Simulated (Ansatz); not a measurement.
# A run on Sb2Pt

```yaml
crystal:
  lattice:
    - [6.4423, 0.0, 0.0]
    - [0.0, 6.4423, 0.0]
    - [0.0, 0.0, 6.4423]
  atoms:
    - { symbol: Sb, position: [0.3753, 0.3753, 0.3753] }
    - { symbol: Sb, position: [0.1247, 0.6247, 0.8753] }
    - { symbol: Sb, position: [0.8753, 0.1247, 0.6247] }
    - { symbol: Sb, position: [0.6247, 0.8753, 0.1247] }
    - { symbol: Sb, position: [0.6247, 0.6247, 0.6247] }
    - { symbol: Sb, position: [0.8753, 0.3753, 0.1247] }
    - { symbol: Sb, position: [0.1247, 0.8753, 0.3753] }
    - { symbol: Sb, position: [0.3753, 0.1247, 0.8753] }
    - { symbol: Pt, position: [0.0, 0.0, 0.0] }
    - { symbol: Pt, position: [0.5, 0.0, 0.5] }
    - { symbol: Pt, position: [0.5, 0.5, 0.0] }
    - { symbol: Pt, position: [0.0, 0.5, 0.5] }
kpoints:
  mp_grid: { grid: [5, 5, 5], kspacing: 0.3 }
scf:
  occupations: { method: fermi_dirac, width: 0.05 }
  max_iter: 80
hamiltonian:
  xc: pbe
  pseudopotentials: { kind: paw }
output:
  forces: true
  stress: true
  populations: true
  efg: { quadrupole_moments_barn: { Sb: -0.543 }, contact_densities: true }
```

```sh
ansatz run input.yaml --threads 1 --pin off --max-ram 3072MiB --backend cpu --events-out ev --progress --plain --runs-dir out
```

Task: Does this calculation finish, and if not, why?

Result: The program refused the input. The input holds both a mesh and a spacing. The program says:

```
Error: invalid value for `kpoints.mp_grid.kspacing`: mutually exclusive with `grid` — set one or the other
```

Against a sound input the change was `kpoints.mp_grid.kspacing`: not typed → 0.3; `scf.max_iter`: not typed → 80.

With the sound settings the run converges and gives V_zz (10²¹ V/m²) Sb 6.19 (η 0.00), Pt -6.98 (η 0.00). At this cell the PBE pressure is 6 GPa, so with PBE the cell would grow if it were relaxed. With no gap above 0.1 eV, as in a metal, the gradients converge slowly in k; expect changes of a tenth or more on a denser mesh. Spin–orbit coupling is left out, which shifts gradients on Pt by a few per cent in wide-gap crystals, and can shift them far more where the calculated gap is small or absent, as here. With these PAW files V_zz is typically within 2 to 3 % of all-electron values, but misses above 10 % occur on Sb.
